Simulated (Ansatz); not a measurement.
ReW:
```
CELL_PARAMETERS angstrom
      3.11840     0.00000     0.00000
      0.00000     3.11840     0.00000
      0.00000     0.00000     3.11840
ATOMIC_POSITIONS crystal
  W  0.00000 0.00000 0.00000
  Re 0.50000 0.50000 0.50000
```

This is the PBEsol-relaxed structure.

**Question.** All from DFT-PBEsol in the program Ansatz with PAW potentials, unless another level is named. Predict the Hill bulk and shear moduli.

**Answer.** 354 and 146 GPa.

**Question.** What about the elastic constants (relaxed ions, GPa)?

**Answer.** C11 = 502, C12 = 281, C44 = 175.

**Question.** Next, the highest zone-centre frequency?

**Answer.** 88 cm⁻¹.

Space group Pm-3m (CsCl type). The cell is a constructed one: a structure type filled with these elements; neither database checked (COD, Materials Project) lists it. Its standing as an ambient phase is unchecked. The PBEsol relaxation kept the symmetry of its start; whether a distortion lowers the energy is not shown. No spin polarisation was allowed. As this level gives no gap, shear constants depend on the k-mesh and smearing (Fermi–Dirac, 0.1 eV here). As this level gives no gap, phonon frequencies hold no LO–TO term and depend on the k-mesh and smearing (Fermi–Dirac, 0.1 eV here). Spin–orbit coupling is left out wherever it is not named.

Potentials: the earlier of the program's two PAW sets. The files were generated under PBE; for other functionals the program regenerates the frozen cores, and for LDA and PBEsol the local potential too.
